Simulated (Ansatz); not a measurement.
CaFe2P2 in space group I4/mmm (No. 139; Ca on 2a, Fe on 4d, P on 4e), DFT-r²SCAN in the program Ansatz with PAW potentials, all energies at zero smearing, with the estimated change up to a 700 eV cutoff added, with one set of potentials and settings (totals compare only within such a set). Cell of 5 atoms (1 Ca, 2 Fe, 2 P): -12315.453 eV.

| element | reference phase | E (eV/atom) |
|---|---|---|
| Ca | Fm-3m, 1 atoms in the cell | -1821.6752 |
| Fe | Im-3m, 1 atoms in the cell, spin-polarised | -4485.8961 |
| P | Cmce, 4 atoms in the cell | -759.1646 |

Formation energy per atom, worked out: (-12315.453 − 1×(-1821.6752) − 2×(-4485.8961) − 2×(-759.1646))/5 = -0.731 eV/atom (-71 kJ per mol of atoms), at 0 K, without zero-point energy or fitted corrections.

The first step of the workflow began from a Materials Project structure, measured or hypothetical; the Crystallography Open Database files this formula in space group No. 139, but the cells were not matched. Its standing as an ambient phase is unchecked. The cell was relaxed with r²SCAN under the symmetry of its start; whether a distortion lowers the energy is not shown. No spin polarisation was allowed. The references are the lowest solids computed at this level, not always the standard phases.

Potentials: the later of the program's two PAW sets.
